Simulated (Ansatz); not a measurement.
Space group P6_3/mcm (No. 193). a = 5.168 Å, b = 5.168 Å, c = 10.342 Å, α = 90.00°, β = 90.00°, γ = 120.00°
| atom | site | symmetry | x | y | z |
| --- | --- | --- | --- | --- | --- |
| Ta | 4d | 3.2 | 0.3333 | 0.6667 | 0.0000 |
| Ta | 6g | m2m | 0.3247 | 0.0000 | 0.2500 |
| N | 12k | ..m | 0.3386 | 0.0000 | 0.6221 |

Equation of state of this Ta5N6 structure (not necessarily the ground state), with shape and atoms relaxed at each volume where symmetry leaves them free. It has no gap at any of these volumes. Computed with DFT PBEsol, scalar-relativistic, plane waves, PAW in Ansatz 0.2.0.

Cutoff 420 eV; k points 12×12×4 on the computed 22-atom cell (Γ-centred); Gaussian smearing, width 0.10 eV; no spin polarisation.

```csv
V (Å³/atom),E − E(largest V) (meV/atom),P (GPa)
9.568,100.37,51.99
9.894,11.45,35.80
10.220,-46.96,21.96
10.546,-79.30,10.12
10.873,-89.33,0.01
11.199,-80.30,-8.63
11.525,-54.99,-16.01
11.960,0.00,-24.19
```

Q: Fit a third-order Birch–Murnaghan equation to E(V).

A: V0 = 10.87 Å³/atom, B0 = 311 GPa, B0' = 4.2.

Spin-orbit coupling is left out, which matters for the bands of heavy elements.

Cost: 8 runs of about 110 core-minutes in all, on AMD EPYC (Zen 3) (shared hosts).